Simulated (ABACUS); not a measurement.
## Variants of one calculation on Mo (Im-3m, 1 atom in the cell; from Materials Project mp-129)

```
CELL_PARAMETERS angstrom
     -1.58381     1.58381     1.58381
      1.58381    -1.58381     1.58381
      1.58381     1.58381    -1.58381
ATOMIC_POSITIONS crystal
  Mo 0.00000 0.00000 0.00000
```

Base run A: ABACUS with LDA (PW92), PseudoDojo 0.4 standard norm-conserving LDA (tails mended) pseudopotentials, self-consistent single point.

Its settings: KPT = MP 15 15 15 0 0 0; basis_type = pw; dft_functional = PWLDA; ecutwfc = 80 Ry; smearing_method = mv; smearing_sigma = 0.00734986 Ry; potentials = PseudoDojo 0.4 standard norm-conserving LDA (tails mended); symmetry = 1; symmetry_prec = 1e-05; ks_solver = dav_subspace; scf_nmax = 100; scf_thr = 1.0e-09 Ry; mixing_type = broyden.

The structure comes from a collection of computed structures, made at another level of theory; the collection holds predicted forms beside known ones.

ΔF is the free energy per atom less that of run A. A dash stands where there is no value to compare (another energy zero, no result, no clean gap). Absolute energies have different zeros for different potentials, functionals, Hubbard and dispersion terms and are not compared across them.

Runs:
- B: lattice scaled by 0.97; ecutwfc: 80 Ry → 48 Ry
- C: ecutwfc: 80 Ry → 104 Ry
- D: dft_functional: PWLDA → GGA_X_RPBE+GGA_C_PBE; pseudopotentials: PseudoDojo 0.4 standard norm-conserving LDA (tails mended) → PseudoDojo 0.5 standard norm-conserving PBE (tails mended) [RPBE]
- E: lattice vector a scaled by 0.98
- F: smearing_method: mv → mp
- G: symmetry: 1 → 0; symmetry_prec: 1e-05 → default
- H: ecutrho: default → 800 Ry
- I: scf_nmax: 100 → 200; mixing_beta: default → 0.2
- J: ks_solver: dav_subspace → cg
- K: scf_nmax: 100 → 200; mixing_type: broyden → pulay; mixing_beta: default → 0.2
- L: scf_nmax: 100 → 200; mixing_ndim: default → 4

```csv
run,ΔF (meV/atom),pressure (GPa),k-points,rough cost (cheapest run = 1)
A,0.00,-13.46,120,2
B,640.2,-23.31,120,1
C,-0.64,-13.43,120,4
D,–,2.00,120,2
E,-18.4,-8.48,904,20
F,-0.20,-13.47,120,2
G,0.00,-13.46,1688,30
H,0.00,-13.46,120,2
I,0.00,-13.45,120,3
J,0.00,-13.45,120,5
K,0.00,-13.45,120,3
L,0.00,-13.46,120,2
```

Run C against A: The free energy hardly moves (within 1 meV/atom) and the pressure moves little (-13.46 to -13.43 GPa).

Run E against A: The free energy goes down by 18.4 meV/atom and the pressure goes from -13.46 to -8.48 GPa.

Run D against A: The pressure goes from -13.46 to 2.00 GPa.

At a cut-down plane-wave cutoff the stress holds a Pulay term: a spurious tension from the incomplete basis, which lowers the pressure; energies, forces and gaps of such rows are unconverged too.

Some of these runs use potentials made for another functional than their own.

“Tails mended”: in these copies of the files the far tail of each local potential was reset to the Coulomb form.
